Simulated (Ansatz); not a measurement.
La$_{2}$O$_{3}$:
```
La2O3
1.0
    3.38400     1.95259     0.00000
   -3.38400     1.95259     0.00000
   -0.00261     0.00000     6.04026
La O
2 3
Direct
  0.16653   0.83347   0.24535
  0.83347   0.16653   0.75465
  0.83335   0.16665   0.35396
  0.16665   0.83335   0.64604
  0.50000   0.50000   0.00000
```

PBEsol (plane waves, PAW; program Ansatz) gives a gap of 3.77 eV without spin–orbit coupling, maximum on the D2–A line, 24 % of the way from D2, minimum at C.

Problem. What happens when spin–orbit coupling is switched on?

Solution. The gap drops by 0.01 eV, to 3.76 eV; maximum on the D2–A line, 23 % of the way from D2, minimum at C.

Problem. Give the electron effective mass with spin–orbit coupling.

Solution. 1.3 mₑ (isotropic).

Problem. Give the hole effective mass with spin–orbit coupling.

Solution. 1.1, 1.3, 4.2 mₑ (principal values).

Space group P-3m1 (La2O3 or Ni2Al3 type). The PBEsol relaxation kept the symmetry of its start.

Potentials: the earlier of the program's two PAW sets.
